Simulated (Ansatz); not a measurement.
Recipe of this trial structure of MgAgC₆N₆: cyanide-bridged rock-salt net of two metals, 0 guest cations a cell (Fm-3m, No. 225). The dimensions are guesses.

```yaml
crystal:
  lattice:
    - [0.00000, 5.27000, 5.27000]
    - [5.27000, 0.00000, 5.27000]
    - [5.27000, 5.27000, 0.00000]
  atoms:
    - { symbol: Mg, position: [0.00000, 0.00000, 0.00000] }
    - { symbol: Ag, position: [0.50000, 0.50000, 0.50000] }
    - { symbol: C, position: [0.81214, 0.18786, 0.18786] }
    - { symbol: C, position: [0.18786, 0.81214, 0.18786] }
    - { symbol: C, position: [0.18786, 0.18786, 0.81214] }
    - { symbol: C, position: [0.18786, 0.81214, 0.81214] }
    - { symbol: C, position: [0.81214, 0.18786, 0.81214] }
    - { symbol: C, position: [0.81214, 0.81214, 0.18786] }
    - { symbol: N, position: [0.70114, 0.29886, 0.29886] }
    - { symbol: N, position: [0.29886, 0.70114, 0.29886] }
    - { symbol: N, position: [0.29886, 0.29886, 0.70114] }
    - { symbol: N, position: [0.29886, 0.70114, 0.70114] }
    - { symbol: N, position: [0.70114, 0.29886, 0.70114] }
    - { symbol: N, position: [0.70114, 0.70114, 0.29886] }
```

Method: DFT PBE, scalar-relativistic, plane waves, PAW (Ansatz). Cutoff 420 eV, Gaussian smearing, Γ-centred meshes. Cell and atoms relax first on a coarse mesh and then on a finer one. In between, the cell is made exact in the group found at 0.06 Å. In metals the finer mesh still leaves noise of several meV/atom or more. The steps can't lower the symmetry of their start. Collinear spin is switched on along the way, since trial moments persisted in a coarse test.

A guess keeps its type if space group and coordination stay and the shape of the cell changes little (axis ratios within about 15 %, angles within 6°); the volume may change.

Problem. Does this structure survive the relaxation?

Solution. It keeps its type. The symmetry stays Fm-3m (No. 225). The volume per atom grows by 17.5 %, from 20.9 to 24.6 Å³. The shortest distance stays 1.17 Å (C–N). Counting neighbours within 15 % of an atom's shortest distance, the start has Ag 6, C 1, Mg 6, N 1 and the end Ag 6, C 1, Mg 6, N 1.

The last run used collinear spin, a 6×6×6 mesh for its 14-atom cell and Gaussian smearing of 0.10 eV. Another magnetic order may lie lower. A structure relaxed within its symmetry needn't be a true minimum.
